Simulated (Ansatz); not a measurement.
SrSi2Ag2 in space group I4/mmm (No. 139; Si on 4e, Ag on 4d, Sr on 2a) under volume change, r²SCAN (plane waves, PAW; program Ansatz), shape and atoms relaxed at each volume.

```
V (Å³/atom)  E − E(relaxed) (meV/atom)  P (GPa)
-----------  -------------------------  -------
18.378                            47.7     9.21
18.984                            19.9     5.59
19.590                             4.7     2.55
20.196                             0.0     0.00
20.802                             4.1    -2.12
21.408                            15.6    -3.90
```

What does a third-order Birch–Murnaghan fit give for V₀, B₀ and B′?

V₀ = 20.20 Å³/atom, B₀ = 77.3 GPa, B′ = 4.9.

The workflow started from an entry of the Crystallography Open Database (COD). Whether it is the stable phase at ambient conditions was not checked. The r²SCAN relaxation kept the symmetry of its start; whether a distortion lowers the energy is not shown. The run is not spin-polarised.

Potentials: the later of the program's two PAW sets.
